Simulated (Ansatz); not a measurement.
Pd:
Space group P6₃/mmc (No. 194); a = 2.7275 Å, b = 2.7275 Å, c = 4.5433 Å, α = 90.00°, β = 90.00°, γ = 120.00°

```
atom  site  symmetry       x       y       z
----  ----  --------  ------  ------  ------
Pd      2c      -6m2  0.3333  0.6667  0.2500
```
The run is spin-polarised, in the one order tried: ferromagnetic.

Relaxed at zero pressure with plane-wave PAW PBEsol (Ansatz code).

### Question
The volume is lowered by 6 % and shape and atoms relax at that volume. What pressure results, and how do the axes share the change?

### Answer
14.4 GPa; a -2.2 %, b -2.2 %, c -1.7 %; the energy rises by 37 meV/atom.

### Question
Give the new structure.

### Answer

Space group P6₃/mmc (No. 194); a = b = 2.6678 Å, c = 4.4640 Å, α = β = 90.00°, γ = 120.00°

```
atom  site  symmetry       x       y       z
----  ----  --------  ------  ------  ------
Pd      2c      -6m2  0.3333  0.6667  0.2500
```

The phase is kept; no other phase was compared at this pressure.

Space group P6_3/mmc (hcp (Mg type)). The first step of the workflow began from a Materials Project structure, measured or hypothetical; the Crystallography Open Database copy checked does not list it. It is not the phase usual at ambient conditions (space group No. 225). Symmetry was held in the PBEsol relaxation; whether a distortion lowers the energy is not shown. Spin order of the final state: ferromagnetic, the only order run, not a proven ground state. Axis ratios of metals converge slowly with the k-mesh, so a and c are less sure than the volume.

Potentials: the later of the program's two PAW sets.
